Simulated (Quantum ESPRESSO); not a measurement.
pw.x input (Quantum ESPRESSO 7.5; PBEsol, PseudoDojo standard norm-conserving files, scalar-relativistic):

```
&CONTROL
  calculation = 'scf'
  pseudo_dir = './pseudo'
  outdir = './out'
  tprnfor = .true.
  tstress = .true.
/
&SYSTEM
  ibrav = 0
  nat = 5
  ntyp = 3
  ecutwfc = 102.0
  ecutrho = 408.0
  occupations = 'smearing'
  smearing = 'fd'
  degauss = 0.002
  nbnd = 30
/
&ELECTRONS
  conv_thr = 5e-10
/
ATOMIC_SPECIES
F 18.9984 F.upf
Rb 85.4678 Rb.upf
Cd 112.4140 Cd.upf
CELL_PARAMETERS angstrom
  4.424980000000   0.000000000000   0.000000000000
  0.000000000000   4.424980000000   0.000000000000
  0.000000000000   0.000000000000   4.424980000000
ATOMIC_POSITIONS crystal
F   0.000000000000   0.500000000000   0.500000000000
F   0.500000000000   0.000000000000   0.500000000000
F   0.500000000000   0.500000000000   0.000000000000
Rb   0.000000000000   0.000000000000   0.000000000000
Cd   0.500000000000   0.500000000000   0.500000000000
K_POINTS automatic
6 6 6 0 0 0
```

End of the output:

```
     total energy              =    -552.23658762 Ry
     estimated scf accuracy    <       0.00000018 Ry
     total energy              =    -552.23658767 Ry
     estimated scf accuracy    <       0.00000002 Ry
     total energy              =    -552.23658768 Ry
     estimated scf accuracy    <          1.3E-09 Ry
[...]
     the Fermi energy is     5.3199 ev
!    total energy              =    -552.23658768 Ry
     estimated scf accuracy    <          2.3E-10 Ry
     smearing contrib. (-TS)   =       0.00000000 Ry
     internal energy E=F+TS    =    -552.23658768 Ry
     The total energy is F=E-TS. E is the sum of the following terms:
     one-electron contribution =    -348.81101579 Ry
     hartree contribution      =     195.43634096 Ry
     xc contribution           =     -94.80100895 Ry
     ewald contribution        =    -304.06090389 Ry
     convergence has been achieved in  10 iterations
     Forces acting on atoms (cartesian axes, Ry/au):
     atom    1 type  1   force =     0.00000000    0.00000000    0.00000000
     atom    2 type  1   force =     0.00000000    0.00000000    0.00000000
     atom    3 type  1   force =     0.00000000    0.00000000    0.00000000
     atom    4 type  2   force =     0.00000000    0.00000000    0.00000000
     atom    5 type  3   force =     0.00000000    0.00000000    0.00000000
     Total force =     0.000000     Total SCF correction =     0.000000
     Computing stress (Cartesian axis) and pressure
          total   stress  (Ry/bohr**3)                   (kbar)     P=       -6.70
  -0.00004553   0.00000000   0.00000000           -6.70        0.00        0.00
   0.00000000  -0.00004553   0.00000000            0.00       -6.70        0.00
   0.00000000   0.00000000  -0.00004553            0.00        0.00       -6.70
```
In a gapped system the printed Fermi energy is only some level inside the gap.

Spin-orbit coupling is not included.

Geometry of the Materials Project entry, not relaxed at this level.
